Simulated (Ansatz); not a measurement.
AlP (NiAs type, P6_3/mmc), the program Ansatz at the PBE level (PAW), all energies at zero smearing, with the estimated change up to a 700 eV cutoff added, with one set of potentials and settings (totals compare only within such a set). Cell of 4 atoms (2 Al, 2 P): -2587.891 eV.

| element | reference phase | E (eV/atom) |
|---|---|---|
| Al | Fm-3m, 1 atoms in the cell | -537.5049 |
| P | Cmce, 4 atoms in the cell | -755.6743 |

Formation energy per atom, worked out: (-2587.891 − 2×(-537.5049) − 2×(-755.6743))/4 = -0.383 eV/atom (-37 kJ per mol of atoms), at 0 K, without zero-point energy or fitted corrections.

A made-up cell: these elements were put on the sites of a structure type; neither database checked (COD, Materials Project) lists it. It is not the phase usual at ambient conditions (space group No. 216). Symmetry was held in the PBE relaxation; phonons on a q-mesh show no instability. The references are the lowest solids computed at this level, not always the standard phases.

Potentials: the later of the program's two PAW sets.
